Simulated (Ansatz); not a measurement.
Ge:
```xyz
2
Lattice="0.0000 2.8367 2.8367 2.8367 0.0000 2.8367 2.8367 2.8367 0.0000" Properties=species:S:1:pos:R:3 pbc="T T T"
Ge     2.8367     2.8367     2.8367
Ge     4.2550     4.2550     4.2550
```

Relaxed with r²SCAN. Independent-particle spectrum: no excitons, no local fields, no scissors shift; 0.1 eV broadening; ε₁ of the summed bands alone.

**Question.** Tabulate the dielectric function from r²SCAN (plane waves, PAW; program Ansatz).

**Answer.** 

```tsv
E (eV)	ε₁ xx	ε₂ xx
0.0	17.40	0.00
0.3	17.96	0.11
0.6	18.29	1.26
0.9	18.80	1.67
1.2	20.27	2.27
1.5	23.27	3.79
1.8	28.73	11.85
2.1	16.21	19.46
2.4	12.26	15.40
2.7	13.18	13.45
3.0	13.18	15.63
3.3	12.19	17.14
3.6	11.60	18.89
3.9	12.27	23.22
4.2	-5.51	38.22
4.5	-11.11	17.37
4.8	-7.76	12.38
5.1	-5.41	11.48
5.4	-5.75	12.46
5.7	-8.57	8.85
6.0	-7.53	6.52
6.3	-6.58	5.19
6.6	-5.84	4.29
6.9	-5.23	3.57
7.2	-4.65	2.96
7.5	-4.09	2.50
7.8	-3.58	2.17
8.1	-3.10	1.90
8.4	-2.46	1.86
8.7	-2.53	2.08
9.0	-2.52	1.80
9.3	-2.34	1.53
9.6	-2.14	1.35
9.9	-1.94	1.24
10.2	-1.78	1.11
10.5	-1.62	1.01
10.8	-1.48	0.94
11.1	-1.37	0.92
11.4	-1.35	0.81
11.7	-1.22	0.65
12.0	-1.06	0.59
```

**Question.** From ε at 2.3 eV (xx: 12.90 + 16.55i), find n, k, the normal reflectivity and the absorption coefficient.

**Answer.** n = 4.12, k = 2.010, R = 46 %, α = 2kE/ħc = 470000 cm⁻¹.

With all bands, ε∞ without local fields is 17.5.

Space group Fd-3m (diamond). The cell was relaxed with r²SCAN under the symmetry of its start. Scalar-relativistic: spin–orbit coupling is off unless named, which matters more the heavier the elements.

Potentials: the later of the program's two PAW sets.
